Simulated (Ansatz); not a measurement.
Given:

Cs:
```
Cs
1.0
    0.00000     3.78466     3.78466
    3.78466     0.00000     3.78466
    3.78466     3.78466     0.00000
Cs
1
Direct
  0.00000   0.00000   0.00000
```

This is the PBEsol-relaxed structure.

Task: All from DFT-PBEsol in the program Ansatz with PAW potentials, unless another level is named. Estimate the density of states at the Fermi level.

Result: 1.3 states/eV per atom (mean over ±0.08 eV).

Task: Predict the gap with spin–orbit coupling.

Result: none (metallic).

Space group Fm-3m (fcc (Cu type)). The workflow started from a Materials Project entry (that database holds measured and hypothetical structures alike); the Crystallography Open Database files this formula in space group No. 225, but the cells were not matched. It is not the phase usual at ambient conditions (space group No. 229). Symmetry was held in the PBEsol relaxation; whether a distortion lowers the energy is not shown. Spin–orbit coupling is left out wherever it is not named.

Potentials: the earlier of the program's two PAW sets.
